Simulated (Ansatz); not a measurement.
Data:

Relaxed Se (trigonal-Se type, space group P3_121):

```yaml
crystal:
  lattice:
    - [4.52968, 0.00000, 0.00000]
    - [-2.26484, 3.92282, 0.00000]
    - [0.00000, 0.00000, 5.04289]
  atoms:
    - { symbol: Se, position: [0.21840, 0.00000, 0.83333] }
    - { symbol: Se, position: [0.00000, 0.21840, 0.16667] }
    - { symbol: Se, position: [0.78160, 0.78160, 0.50000] }
```

Scan: atom 2 (Se, nearest neighbour Se at 2.400 Å; its periodic images, 4.5 Å or more away, move with it) is displaced along Cartesian [110], direction (0.707, 0.707, 0.000) in Cartesian axes, by s. The other atoms stay.

Calculation: PBE (plane waves to 420 eV, PAW, scalar-relativistic; Ansatz, a quantum-chemistry and plane-wave program). k mesh 7×7×5 (Γ-centred), Fermi-Dirac smearing 0.05 eV. Energies are smeared free energies. As the smearing reaches across the gap at some points, energies and forces of such displacements shift with the k mesh and the smearing. Se was relaxed with its symmetry unable to fall. ΔE is measured from the undisplaced structure.

The scan covers s from -0.480 to 0.480 Å in 11 points.

Is this a single well or a double well?

A single well with its minimum at or next to zero displacement.

Is the energy the same for displacements of ±0.480 Å, and if not, which side lies higher?

Not even: the negative side lies higher at ±0.480 Å. With its periodic images moving along, the atom's site symmetry in this cell is 2.

What is the force constant k = d²E/ds² of this move at s = 0?

3.17 eV/Å².

(For displaced atoms, the force is minus the slope of the energy, and its curvature is a force constant, which sets phonon frequencies.)
